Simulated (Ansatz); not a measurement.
BaZn2P2 in space group I4/mmm (No. 139; Ba on 2a, P on 4e, Zn on 4d) at seven volumes, the program Ansatz at the PBEsol level (PAW), shape and atoms relaxed at each. One row is withheld.

```
V (Å³/atom)  P (GPa)
-----------  -------
18.555          7.12
19.166          4.37
19.778          2.01
20.390          0.00
21.001         -1.71
21.613             ?
22.225         -4.39
```

Problem. Fit the shown pressures and predict the withheld one.

Solution. Third-order Birch–Murnaghan: P = (3/2)B₀(x^(7/2) − x^(5/2))[1 + (3/4)(B′ − 4)(x − 1)] with x = (V₀/V)^(2/3). Least squares on the six rows gives V₀ = 20.391 Å³/atom, B₀ = 61.50 GPa, B′ = 4.34. At V = 21.613, x = 0.9619 and P = -3.16 GPa. The run itself gave -3.16 GPa.

The workflow started from an entry of the Crystallography Open Database (COD). Whether it is the stable phase at ambient conditions was not checked. The PBEsol relaxation kept the symmetry of its start; its stability against distortions is not shown here. Scalar-relativistic: spin–orbit coupling is off unless named, which matters more the heavier the elements.

Potentials: the later of the program's two PAW sets.
